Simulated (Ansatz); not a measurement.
## Trial structures of La3LuO2: starts and ends

These are results of DFT PBE, scalar-relativistic, plane waves, PAW in Ansatz 0.2.0, not measurements. Settings: cutoff 420 eV, Γ-centred meshes spaced at most about 0.3 Å⁻¹, and about 0.25 Å⁻¹ or finer for metals (2π included), Gaussian smearing. No spin polarisation in the final relaxations.

Each guess was relaxed in cell and atoms at zero pressure, within the symmetry of its start. These are static total energies at zero pressure. Coordination counts O atoms around La and Lu (those within 1.25 times the shortest such distance or 1.15 times the sum of covalent radii, 1.27 where that leaves under three; a plus sign parts nearer from farther groups; the shortest distance is added where it exceeds 1.18 times the sum of covalent radii; a slash parts the counts of unlike sites).

```csv
guess,made from,start group,V start (Å³/atom),end group,V end (Å³/atom),coordination at the end,gap on mesh (eV),E over the lowest end (meV/atom)
1,random cell,Immm,25.2,?,?,?,?,?
2,random cell,I4/mmm,27.2,I4/mmm,38.4,"La 2/8 from 4.2 Å, Lu 8 from 4.2 Å",0,1123
3,ErB2Ru3 type,P6/mmm,21.8,P6/mmm,23.2,"La 4, Lu 6 from 4.1 Å",0,161
4,Li3NdSb2 type,P-3m1,24.6,P-3m1,23.8,"La 3/6, Lu 6+6 from 5.1 Å",0,0
5,Zr2P3S type,P4mm,19.5,P4mm,30.0,"La 2/4, Lu 1",0,652
```

Guess 1 as it starts:

```cif
data_structure
_symmetry_space_group_name_H-M 'Immm'
_symmetry_Int_Tables_number 71
_cell_length_a 5.5720
_cell_length_b 6.4417
_cell_length_c 8.4095
_cell_angle_alpha 90.000
_cell_angle_beta 90.000
_cell_angle_gamma 90.000
_cell_volume 301.84
loop_
_atom_site_label
_atom_site_type_symbol
_atom_site_symmetry_multiplicity
_atom_site_Wyckoff_symbol
_atom_site_fract_x
_atom_site_fract_y
_atom_site_fract_z
_atom_site_occupancy
La1 La 2 d 0.50000 0.00000 0.50000 1
La2 La 2 b 0.50000 0.00000 0.00000 1
La3 La 2 a 0.00000 0.00000 0.00000 1
Lu1 Lu 2 c 0.00000 0.00000 0.50000 1
O1 O 4 i 0.00000 0.00000 0.23756 1
```

Question: Fill in the missing row: what does this guess relax into, and where does it rank?

Answer: It ends in space group I4/mmm (No. 139), with a = 7.078 Å, c = 8.498 Å, 35.5 Å³/atom and no gap. It lies 1.05 eV/atom over the lowest end, above guess 5 and below guess 2. Counting O atoms around La and Lu, this end has La 2/8 from 4.1 Å, Lu 2 and the lowest (guess 4) has La 3/6, Lu 6+6 from 5.1 Å.

```xyz
6
Lattice="-3.5390 3.5390 4.2492 3.5390 -3.5390 4.2492 3.5390 3.5390 -4.2492" Properties=species:S:1:pos:R:3 pbc="T T T"
La    0.0000    3.5390    0.0000
La    3.5390    0.0000    0.0000
La    0.0000    0.0000    0.0000
Lu    0.0000    0.0000    4.2492
O     0.0000    0.0000    2.1879
O     0.0000    0.0000    6.3104
```

The zero of energy is the elements' standard structures at the same level (O₂ as a molecule); no fitted shifts are applied.

Question: Is the lowest end bound against the elements?

Answer: Yes: its formation energy is −1.75 eV/atom. Whether it is stable depends on the other phases of the system, which aren't compared here.

A magnetic state wasn't ruled out in cells without spin, among them I4/mmm at 35.5 Å³/atom, I4/mmm at 38.4 Å³/atom. Cells relaxed within their symmetry can be saddle points. A lower structure may well exist outside this small set. Some structure types and database cells were kept out of the candidates from the start, so a known form may be missing.
